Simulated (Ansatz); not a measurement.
One crystal and one scan (frozen-phonon scan) at two levels, r2SCAN (plane waves to 500 eV, PAW, scalar-relativistic; Ansatz, a first-principles code) and PBE (plane waves to 420 eV, PAW, scalar-relativistic; Ansatz), each from its own relaxed cell and on its own mesh. The cell shown is that of r2SCAN.

Relaxed TiN (rock salt):

```xyz
4
Lattice="0.0000 4.2333 4.2333 2.1167 2.1167 4.2333 2.1167 2.1167 0.0000" Properties=species:S:1:pos:R:3 pbc="T T T"
N      0.0000     0.0000     0.0000
N      2.1167     4.2333     6.3500
Ti     2.1167     6.3500     6.3500
Ti     2.1167     4.2333     4.2333
```

A phonon eigenvector at X = (0.5, 0.5, 0.0) is frozen into this cell: atom i moves by Q times the vector below, so Q is the largest atomic displacement, in Å. The cell is held. (q is in reciprocal vectors of the primitive cell; the cell shown is doubled to hold the pattern.)

```json
[
 {"atom": "N1", "x": "0.000", "y": "0.000", "z": "-1.000"},
 {"atom": "N2", "x": "0.000", "y": "0.000", "z": "1.000"},
 {"atom": "Ti3", "x": "0.000", "y": "0.000", "z": "0.051"},
 {"atom": "Ti4", "x": "0.000", "y": "0.000", "z": "-0.051"}
]
```

The PAW data are Ansatz's earlier set. TiN is run without spin polarisation. TiN was relaxed with its symmetry unable to fall. With partly filled bands, energies and forces of such displacements shift with the k mesh and the smearing. Percentages come from the unrounded values.

Results of r2SCAN:

| Quantity | Value |
|---|---|
| Lattice constant a (Å) | 4.233 |
| Harmonic wavenumber from the curvature (finite differences) (cm⁻¹ (negative: imaginary)) | 566 |
| Shape of the curve | a single well with its minimum at or next to zero displacement |

Q: Estimate the PBE values.

A: 
```tsv
quantity	PBE	r2SCAN − PBE
Lattice constant a (Å)	4.247	-0.014 (-0.3 %)
Harmonic wavenumber from the curvature (finite differences) (cm⁻¹ (negative: imaginary))	543	+23 (+4.2 %)
```

r2SCAN gives the higher value for: harmonic wavenumber from the curvature. r2SCAN gives the lower value for: lattice constant a. Both give the same shape of the curve: a single well with its minimum at or next to zero displacement. Neither level is exact: the differences show how much the result hangs on the functional.

(A displaced cell: forces are minus the slopes of the energy, force constants its curvatures, and phonons follow from these.)
